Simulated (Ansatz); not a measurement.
Cu:
```
CELL_PARAMETERS angstrom
     -1.43321     1.43321     1.33090
      1.43321    -1.43321     1.33090
      1.43321     1.43321    -1.33090
ATOMIC_POSITIONS crystal
  Cu 0.00000 0.00000 0.00000
```

Relaxed with LDA. Special points in fractions of this cell's reciprocal vectors: Γ (0.000, 0.000, 0.000); X (0.000, 0.000, 0.500); M (-0.500, 0.500, 0.500); Z (0.466, 0.466, -0.466); Z0 (-0.466, 0.534, 0.466); P (0.250, 0.250, 0.250); N (0.000, 0.500, 0.000).

Task: List the band energies nearest the Fermi level at these points for LDA (plane waves, PAW; program Ansatz).

Result: In eV from the Fermi level; about four levels below and three above (degenerate sets whole), none deeper than 8.9 eV; … stands for higher levels left out; points with the same levels are listed once.

| k | below | above |
|---|---|---|
| Γ | -3.21 -3.21 -2.38 -2.01 | … |
| X | -2.48 -2.13 -1.37 -1.16 | 4.24 … |
| M | -5.04 -1.56 -1.56 -1.47 | 7.52 7.52 … |
| Z | -5.00 -1.63 -1.63 -1.50 | 7.71 7.71 … |
| P | -4.15 -4.15 -3.99 -2.09 -1.94 | 6.51 … |
| N | -2.22 -1.88 -1.34 -0.56 | 5.09 … |

Space group I4/mmm (body-centred tetragonal). The workflow started from a Materials Project entry (that database holds measured and hypothetical structures alike); the Crystallography Open Database copy checked does not list it. It is not the phase usual at ambient conditions (space group No. 225). Symmetry was held in the LDA relaxation. At this level the phase is mechanically unstable. The run is not spin-polarised.

Potentials: the later of the program's two PAW sets.
